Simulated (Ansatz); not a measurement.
AlNi:
```
CELL_PARAMETERS angstrom
      2.86353     0.00000     0.00000
      0.00000     2.86353     0.00000
      0.00000     0.00000     2.86353
ATOMIC_POSITIONS crystal
  Ni 0.00000 0.00000 0.00000
  Al 0.50000 0.50000 0.50000
```

Relaxed with r²SCAN.

Question: Map the electron localisation function on the plane through (0.000, 0.000, 0.000) spanned by u = [1, 0, 0] and v = [0, 1, 1] in lattice vectors, from DFT-r²SCAN in the program Ansatz with PAW potentials.

Answer: x is the fraction of u, y of v (the angle between them is 90°; rows are the nearest grid lines); atoms in the plane: Ni at (0.00, 0.00), Al at (0.50, 0.50).
```
y \ x  0.000  0.0625  0.188  0.250  0.375  0.438  0.562  0.625  0.750  0.812  0.938   1.00
-----  -----  ------  -----  -----  -----  -----  -----  -----  -----  -----  -----  -----
1.00   0.989   0.970  0.404  0.208  0.178  0.282  0.282  0.178  0.208  0.404  0.970  0.989
0.900  0.700   0.613  0.249  0.183  0.236  0.348  0.348  0.236  0.183  0.249  0.613  0.700
0.850  0.307   0.282  0.198  0.187  0.327  0.421  0.421  0.327  0.187  0.198  0.282  0.307
0.750  0.186   0.197  0.301  0.395  0.506  0.510  0.510  0.506  0.395  0.301  0.197  0.186
0.700  0.303   0.323  0.448  0.499  0.449  0.388  0.388  0.449  0.499  0.448  0.323  0.303
0.600  0.493   0.501  0.483  0.368  0.054  0.022  0.022  0.054  0.368  0.483  0.501  0.493
0.550  0.513   0.516  0.431  0.250  0.018  0.030  0.030  0.018  0.250  0.431  0.516  0.513
0.450  0.513   0.516  0.431  0.250  0.018  0.030  0.030  0.018  0.250  0.431  0.516  0.513
0.400  0.493   0.501  0.483  0.368  0.054  0.022  0.022  0.054  0.368  0.483  0.501  0.493
0.300  0.303   0.323  0.448  0.499  0.449  0.388  0.388  0.449  0.499  0.448  0.323  0.303
0.250  0.186   0.197  0.301  0.395  0.506  0.510  0.510  0.506  0.395  0.301  0.197  0.186
0.150  0.307   0.282  0.198  0.187  0.327  0.421  0.421  0.327  0.187  0.198  0.282  0.307
0.100  0.700   0.613  0.249  0.183  0.236  0.348  0.348  0.236  0.183  0.249  0.613  0.700
0.000  0.989   0.970  0.404  0.208  0.178  0.282  0.282  0.178  0.208  0.404  0.970  0.989
```

The density is the valence pseudo-density with augmentation charge, so density and ELF within about 1 Å of a nucleus are not all-electron values.

Space group Pm-3m (CsCl type). Symmetry was held in the r²SCAN relaxation. The workflow began spin-polarised and lost its moments.

Potentials: the earlier of the program's two PAW sets.
